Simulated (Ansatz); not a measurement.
The calculation used DFT PBE, scalar-relativistic, plane waves, PAW in Ansatz 0.2.0. All cells share a 420 eV cutoff and Γ-centred k meshes spaced about 0.3 Å⁻¹ or finer (0.25 for metals, 2π included). No spin polarisation.

All energies are static (0 K, no zero-point motion).

Compare these two cells of Sc2Ga4S, each relaxed at this level.

A. Space group P-3m1 (No. 164), trigonal, a = 4.118 Å, c = 9.446 Å. Around Sc lie 3 S at 2.72 Å, 3 Ga at 2.83 Å, 3 Ga at 3.20 Å and 3 Sc at 3.55 Å; Ga on its first site is surrounded by 4 Ga at 2.45–2.53 Å and 3 Sc at 3.20 Å; Ga on its second site has 3 Ga at 2.45 Å and 3 Sc at 2.83 Å; S has 6 Sc at 2.72 Å.

B. Space group P4/mmm (No. 123), tetragonal, a = 3.847 Å, c = 9.023 Å. Sc on its first site has 8 Ga at 2.82 Å; around Sc on its second site lie 4 S at 2.72 Å and 8 Ga at 3.11 Å; Ga has 4 Ga at 2.72 Å, 2 Sc at 2.82 Å, 2 S at 3.11 Å and 2 Sc at 3.11 Å; S is surrounded by 4 Sc at 2.72 Å and 8 Ga at 3.11 Å.

Task: Which is lower in energy, and by how much?

Result: A is lower, by 175 meV/atom. A has space group P-3m1 (No. 164), 19.8 Å³/atom and no gap on its mesh; B has space group P4/mmm (No. 123), 19.1 Å³/atom and no gap. Counting Ga or Sc atoms around S (for each partner element, those within 1.25 times its shortest distance or 1.15 times the sum of covalent radii, where it is the nearest in units of that sum or under 1.3), A has S 6 and B has S 4. The lower one is the more open, so pressure narrows the difference. Both come from trial cells of a structure search, whose lowest cell (C2/m, 19.0 Å³/atom) lies 58 meV/atom below the lower of the two.

Trial moments fell under 0.15 μB along the way in P-3m1 and P4/mmm; another start might hold them. With atoms moved at random, A (by 58 meV/atom) fell into a lower structure. B had no clear such test and can be a saddle point. Some types were kept out of the candidates beforehand, so the set may lack a known form.
